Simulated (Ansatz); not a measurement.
CdTe (zinc blende)

```
CdTe
1.0
    0.00000     3.27881     3.27881
    3.27881     0.00000     3.27881
    3.27881     3.27881     0.00000
Te Cd
1 1
Cartesian
  4.91821   4.91821   4.91821
  0.00000   0.00000   0.00000
```

The slice is a {100} plane (indices of the conventional cell) through the point (0.000, 0.000, 0.000) (fractional), spanned by u = [100] and v = [0 1 -1] in vectors of this cell: u (4.64 Å) and v (4.64 Å, at 90° to u). It covers one period; positions are fractions (u, v).

The numbers are results of r2SCAN (plane waves to 500 eV, PAW, scalar-relativistic; Ansatz, a program for electronic structure), not measurements. k mesh 9×9×9. Inside the PAW spheres the values are not all-electron values, and peaks at nuclei hang on which shells count as valence. CdTe was relaxed with its symmetry unable to fall. Spin-orbit coupling is left out, though Te is heavy.

Sketch the density of the highest valence band (whole band, smooth part) on this plane as a map.


| v \ u | 0.00 | 0.15 | 0.30 | 0.45 | 0.60 | 0.75 | 0.90 |
|---|---|---|---|---|---|---|---|
| 0.90 | 0.012 | 0.008 | 0.020 | 0.025 | 0.024 | 0.017 | 0.004 |
| 0.75 | 0.019 | 0.015 | 0.009 | 0.009 | 0.009 | 0.010 | 0.017 |
| 0.60 | 0.029 | 0.019 | 0.005 | 0.002 | 0.002 | 0.009 | 0.024 |
| 0.45 | 0.031 | 0.019 | 0.005 | 0.001 | 0.002 | 0.009 | 0.025 |
| 0.30 | 0.024 | 0.016 | 0.007 | 0.005 | 0.005 | 0.009 | 0.020 |
| 0.15 | 0.011 | 0.010 | 0.016 | 0.019 | 0.019 | 0.015 | 0.008 |
| 0.00 | 0.001 | 0.011 | 0.024 | 0.031 | 0.029 | 0.019 | 0.012 |

Values: density of the highest valence band (whole band, smooth part) in e/Å³.
